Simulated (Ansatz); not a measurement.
Os (dhcp (α-La type), space group No. 194) at seven volumes, plane-wave PAW PBE (Ansatz code), shape and atoms relaxed at each. One row is withheld.

```csv
V (Å³/atom),P (GPa)
13.037,46.31
13.467,?
13.896,12.86
14.326,0.00
14.756,-10.81
15.186,-19.87
15.615,-27.45
```

Task: Fit the shown pressures and predict the withheld one.

Result: P = (3/2)B₀(x^(7/2) − x^(5/2))[1 + (3/4)(B′ − 4)(x − 1)] with x = (V₀/V)^(2/3). Least squares on the six rows gives V₀ = 14.326 Å³/atom, B₀ = 392 GPa, B′ = 4.79. At V = 13.467, x = 1.0421 and P = 28.12 GPa. The run itself gave 28.15 GPa.

Space group P6_3/mmc (dhcp (α-La type)). A made-up cell: these elements were put on the sites of a structure type. Its sites differ from those of the usual phase in this space group: another stacking or structure type. The cell was relaxed with PBE under the symmetry of its start; of distortions, only those at the zone centre were tested. No spin polarisation was allowed. Scalar-relativistic: spin–orbit coupling is off unless named, which matters more the heavier the elements.

Potentials: the later of the program's two PAW sets.
